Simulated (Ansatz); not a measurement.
The relaxed structure here is a generated cell of Sn: the first start was made by placing the elements on the sites of a structure type, and the end was not matched to a known phase here, so it may be hypothetical. Known forms of Sn include space group No. 141, 227.

A relaxed cell of Sn (I4/mmm (No. 139)), relaxed on a k-mesh at least as fine as the one used below. Computed with r2SCAN (plane waves to 500 eV, PAW, scalar-relativistic; Ansatz, a quantum-chemistry and plane-wave program). Γ-centred k-mesh 8×8×3 on the run's cell (coarser than for final values), Fermi–Dirac smearing 0.05 eV.

```
CELL_PARAMETERS angstrom
     -4.01394     4.01394     2.32532
      4.01394    -4.01394     2.32532
      8.02789     8.02789    -4.65065
ATOMIC_POSITIONS crystal
  Sn 0.17861 0.17861 0.17861
  Sn 0.17861 0.17861 0.67861
  Sn 0.82139 0.17861 0.00000
  Sn 0.82139 0.17861 0.50000
  Sn 0.17861 0.82139 0.00000
  Sn 0.17861 0.82139 0.50000
  Sn 0.82139 0.82139 0.32139
  Sn 0.82139 0.82139 0.82139
```

The atoms are displaced by (Å):

```tsv
atom	ux	uy	uz
Sn1	-0.021	0.096	0.159
Sn2	0.156	0.043	-0.058
Sn3	-0.048	0.103	-0.013
Sn4	0.108	0.068	0.026
Sn5	-0.206	0.054	-0.041
Sn6	0.027	-0.037	-0.014
Sn7	-0.108	0.002	-0.100
Sn8	-0.073	-0.039	-0.027
```

### Question
What forces (eV/Å) and pressure result?

### Answer
| atom | Fx | Fy | Fz |
|---|---|---|---|
| Sn1 | -1.49 | -0.85 | -2.65 |
| Sn2 | -1.26 | -0.66 | 0.37 |
| Sn3 | -0.34 | 0.16 | -0.18 |
| Sn4 | -0.65 | -0.31 | -0.37 |
| Sn5 | 0.92 | -0.53 | 0.34 |
| Sn6 | 0.42 | 0.34 | 0.22 |
| Sn7 | 1.61 | 0.73 | 2.57 |
| Sn8 | 0.78 | 1.12 | -0.32 |

Pressure +0.6 GPa.

### Question
Estimate the energy cost of the displacement in the harmonic approximation and compare with the calculation.

### Answer
For a harmonic well ΔE = −½ Σ F·u = 0.771 eV a cell, or 96 meV/atom. The calculated energy relative to the undisplaced cell is +0.09 eV/atom, so the harmonic estimate holds well.

No spin polarisation in the result.

The run that gave the undisplaced cell could not lose the symmetry of its start; a randomly shaken copy of 8 atoms returns to this structure.
